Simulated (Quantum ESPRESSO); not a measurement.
PBSi2C4, input and log of a self-consistent run

Computed values, not a measurement. The program is pw.x of Quantum ESPRESSO 7.5 (plane-wave density functional theory). The cell is made up: 8 atoms on a wurtzite lattice, with randomly drawn elements, strain and displacements, not relaxed. PseudoDojo standard norm-conserving files (v0.5 for PBE, v0.4.1 for LDA and PBEsol) set the functional; there is no spin polarisation, spin-orbit coupling or dispersion term, and the masses in the input are unused placeholders.

Input:

```
&control calculation='scf', pseudo_dir='./dojo.nc.sr.pbe.v0_5.standard.upf', outdir='./o', disk_io='low', tprnfor=.true., tstress=.true. /
&system ibrav=0, nat=8, ntyp=4, nbnd=22, ecutwfc=99.00267394, nosym=.true., tot_charge=0,
 occupations='smearing', smearing='fd', degauss=0.0018374661
/
&electrons conv_thr=7.350e-09, electron_maxstep=60, /
ATOMIC_SPECIES
B 1.0 B.upf
C 1.0 C.upf
P 1.0 P.upf
Si 1.0 Si.upf
CELL_PARAMETERS angstrom
3.0026 0.0585 0.0236
0.1013 5.2784 0.0013
0.0385 0.0012 4.8873
ATOMIC_POSITIONS angstrom
P -0.1055 0.028 -0.0403
B 1.4912 2.6606 0.1198
Si 1.5609 0.8421 2.3983
Si 0.151 3.463 2.3836
C -0.0013 0.0006 1.7084
C 1.5959 2.6604 1.8326
C 1.539 0.8807 4.3084
C 0.1211 3.4648 4.3148
K_POINTS automatic
8 6 6 1 1 1
```

The log is shortened where brackets say so; the opening notice, blank lines, dates and the lines on written files are dropped, and the path of the files is cut. It prints rydbergs, bohrs and kilobars, and counts compression as positive stress.

```
     Program PWSCF v.7.5
     Parallel version (MPI & OpenMP), running on       4 processor cores
     Number of MPI processes:                 4
     Threads/MPI process:                     1
     [start-up lines left out]
     bravais-lattice index     =            0
     lattice parameter (alat)  =       5.6753  a.u.
     unit-cell volume          =     522.4877 (a.u.)^3
     number of atoms/cell      =            8
     number of atomic types    =            4
     number of electrons       =        32.00
     number of Kohn-Sham states=           22
     kinetic-energy cutoff     =      99.0027  Ry
     charge density cutoff     =     396.0107  Ry
     scf convergence threshold =      7.3E-09
     mixing beta               =       0.7000
     number of iterations used =            8  plain     mixing
     Exchange-correlation= PBE
                           (   1   4   3   4   0   0   0)
     [axes and pseudopotential details left out]
   Cartesian axes
     site n.     atom                  positions (alat units)
         1        P      tau(   1) = (  -0.0351285   0.0093232  -0.0134187  )
         2        B      tau(   2) = (   0.4965267   0.8859032   0.0398900  )
         3        Si     tau(   3) = (   0.5197348   0.2803951   0.7985649  )
         4        Si     tau(   4) = (   0.0502787   1.1530793   0.7936702  )
         5        C      tau(   5) = (  -0.0004329   0.0001998   0.5688480  )
         6        C      tau(   6) = (   0.5313888   0.8858366   0.6102031  )
         7        C      tau(   7) = (   0.5124427   0.2932478   1.4345732  )
         8        C      tau(   8) = (   0.0403228   1.1536787   1.4367042  )
     number of k points=   144  Fermi-Dirac smearing, width (Ry)=  0.0018
     Number of k-points >= 100: set verbosity='high' to print them.
     Dense  grid:    69483 G-vectors     FFT dimensions: (  36,  64,  60)
     Estimated max dynamical RAM per process >     183.35 MB
     Estimated total dynamical RAM >     682.52 MB
     Initial potential from superposition of free atoms
     starting charge      31.9982, renormalised to      32.0000
     Starting wfcs are   32 randomized atomic wfcs
     total cpu time spent up to now is        4.1 secs
     per-process dynamical memory:   157.0 Mb
     Self-consistent Calculation
     iteration #  1     ecut=    99.00 Ry     beta= 0.70
     Davidson diagonalization with overlap
     ethr =  1.00E-02,  avg # of iterations =  3.5
     total cpu time spent up to now is       11.3 secs
     total energy              =     -84.24031918 Ry
     estimated scf accuracy    <       1.46916791 Ry
     iteration #  2     ecut=    99.00 Ry     beta= 0.70
     Davidson diagonalization with overlap
     ethr =  4.59E-03,  avg # of iterations =  2.1
     total cpu time spent up to now is       17.7 secs
     total energy              =     -84.61443515 Ry
     estimated scf accuracy    <       0.68743051 Ry
     iteration #  3     ecut=    99.00 Ry     beta= 0.70
     Davidson diagonalization with overlap
     ethr =  2.15E-03,  avg # of iterations =  2.0
     total cpu time spent up to now is       23.1 secs
     total energy              =     -84.74896747 Ry
     estimated scf accuracy    <       0.07236407 Ry
     iteration #  4     ecut=    99.00 Ry     beta= 0.70
     Davidson diagonalization with overlap
     ethr =  2.26E-04,  avg # of iterations =  7.0
     total cpu time spent up to now is       30.3 secs
     total energy              =     -84.76610256 Ry
     estimated scf accuracy    <       0.00247224 Ry
     iteration #  5     ecut=    99.00 Ry     beta= 0.70
     Davidson diagonalization with overlap
     c_bands:  1 eigenvalues not converged
     ethr =  7.73E-06,  avg # of iterations = 10.7
     total cpu time spent up to now is       38.9 secs
     total energy              =     -84.76655804 Ry
     estimated scf accuracy    <       0.00082849 Ry
     [iterations 6 to 7 left out]
     iteration #  8     ecut=    99.00 Ry     beta= 0.70
     Davidson diagonalization with overlap
     ethr =  3.91E-08,  avg # of iterations =  3.8
     total cpu time spent up to now is       57.4 secs
     total energy              =     -84.76666520 Ry
     estimated scf accuracy    <       0.00000391 Ry
     iteration #  9     ecut=    99.00 Ry     beta= 0.70
     Davidson diagonalization with overlap
     ethr =  1.22E-08,  avg # of iterations =  2.0
     total cpu time spent up to now is       62.8 secs
     total energy              =     -84.76666538 Ry
     estimated scf accuracy    <       0.00000077 Ry
     iteration # 10     ecut=    99.00 Ry     beta= 0.70
     Davidson diagonalization with overlap
     ethr =  2.40E-09,  avg # of iterations =  2.2
     total cpu time spent up to now is       68.4 secs
     total energy              =     -84.76666558 Ry
     estimated scf accuracy    <       0.00000004 Ry
     iteration # 11     ecut=    99.00 Ry     beta= 0.70
     Davidson diagonalization with overlap
     ethr =  1.12E-10,  avg # of iterations =  4.0
     total cpu time spent up to now is       74.7 secs
     total energy              =     -84.76666559 Ry
     estimated scf accuracy    <       0.00000002 Ry
     iteration # 12     ecut=    99.00 Ry     beta= 0.70
     Davidson diagonalization with overlap
     ethr =  7.51E-11,  avg # of iterations =  2.0
     total cpu time spent up to now is       80.1 secs
     End of self-consistent calculation
     [lines on levels left out]
!    total energy              =     -84.76666559 Ry
     estimated scf accuracy    <          1.9E-09 Ry
     smearing contrib. (-TS)   =      -0.00000000 Ry
     internal energy E=F+TS    =     -84.76666559 Ry
     The total energy is F=E-TS. E is the sum of the following terms:
     one-electron contribution =      21.55651386 Ry
     hartree contribution      =       9.46288561 Ry
     xc contribution           =     -30.26886861 Ry
     ewald contribution        =     -85.51719644 Ry
     convergence has been achieved in  12 iterations
     Forces acting on atoms (cartesian axes, Ry/au):
     atom    1 type  3   force =     0.11138581   -0.14165329   -0.00453900
     atom    2 type  1   force =     0.02154630    0.04380773   -0.04250650
     atom    3 type  4   force =    -0.06096007    0.10467555    0.01210875
     atom    4 type  4   force =    -0.07748484    0.01114822    0.05799597
     atom    5 type  2   force =     0.05582064   -0.03795178    0.04414679
     atom    6 type  2   force =     0.05369251   -0.06463324   -0.08344976
     atom    7 type  2   force =    -0.08649274    0.07563583   -0.02013776
     atom    8 type  2   force =    -0.01750760    0.00897097    0.03638150
     Total force =     0.311194     Total SCF correction =     0.000039
     Computing stress (Cartesian axis) and pressure
          total   stress  (Ry/bohr**3)                   (kbar)     P=      -24.61
   0.00024311  -0.00083096  -0.00032401           35.76     -122.24      -47.66
  -0.00083096  -0.00093570   0.00009335         -122.24     -137.65       13.73
  -0.00032401   0.00009335   0.00019079          -47.66       13.73       28.07
     init_run     :      3.84s CPU      3.98s WALL (       1 calls)
     electrons    :     75.81s CPU     76.08s WALL (       1 calls)
     forces       :      1.03s CPU      1.03s WALL (       1 calls)
     stress       :      3.84s CPU      3.85s WALL (       1 calls)
     [timing details left out]
     PWSCF        :   1m24.66s CPU   1m25.10s WALL
     JOB DONE.
```

In other units: free energy -1153.309 eV for the cell, pressure -2.46 GPa, largest force component 3.642 eV/Å. This run is the check on a run of the same cell at 1116 eV and a 6 x 4 x 4 mesh: rerunning at 1347 eV and a 8 x 6 x 6 mesh moved values by no more than 0.002 eV in energy, 0.20 GPa in stress and 0.011 eV/Å in force.